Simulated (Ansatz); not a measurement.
Computed properties of Bi

Bi:
```
CELL_PARAMETERS angstrom
      4.52005     0.00000     0.00000
      0.00000     4.52005     0.00000
      0.00000     0.00000     3.25008
ATOMIC_POSITIONS crystal
  Bi 0.00000 0.50000 0.56311
  Bi 0.50000 0.00000 0.43689
```

Space group P4/nmm (No. 129); conventional cell a = 4.520 Å, b = 4.520 Å, c = 3.250 Å, α = 90.00°, β = 90.00°, γ = 90.00°.

Method: PBEsol (plane waves, PAW; program Ansatz). The cell and atoms are relaxed at this level. Other levels are named where they apply.

Cell and energy:

* **Volume per atom**: 33.20 Å³
* **Density**: 10.45 g/cm³

Electronic structure:

- Electronic character: metallic (no gap)
- Density of states at the Fermi level: 0.59 states/eV per atom (mean over ±0.08 eV)
- Gap with spin–orbit coupling: none (metallic)

Mechanics:

- Bulk modulus (Birch–Murnaghan fit): 46.3 GPa
- Pressure derivative B′: 3.2
- Elastic constants (relaxed ions, GPa): C11 = 45.9, C12 = 32.9, C13 = 37.7, C33 = 111, C44 = 5.3, C66 = 57.8
- Mechanical stability: stable (all eigenvalues of C positive)
- Hill bulk and shear moduli: 43.0 and 14.2 GPa
- Young's modulus: 38.3 GPa
- Poisson's ratio: 0.35
- Debye temperature from the elastic constants: 121 K

Phonons:

- Highest zone-centre frequency: 68 cm^-1
- Zone-centre stability: no imaginary mode at Γ

The workflow started from a Materials Project entry (that database holds measured and hypothetical structures alike); the Crystallography Open Database copy checked does not list it. It is not the phase usual at ambient conditions (space group No. 166). Symmetry was held in the PBEsol relaxation. As this level gives no gap, shear constants depend on the k-mesh and smearing (Fermi–Dirac, 0.1 eV here). As this level gives no gap, phonon frequencies hold no LO–TO term and depend on the k-mesh and smearing (Fermi–Dirac, 0.1 eV here). Axis ratios of metals converge slowly with the k-mesh, so a and c are less sure than the volume. Spin–orbit coupling is left out wherever it is not named.

Potentials: the earlier of the program's two PAW sets. The files were generated under PBE; for other functionals the program regenerates the frozen cores, and for LDA and PBEsol the local potential too.
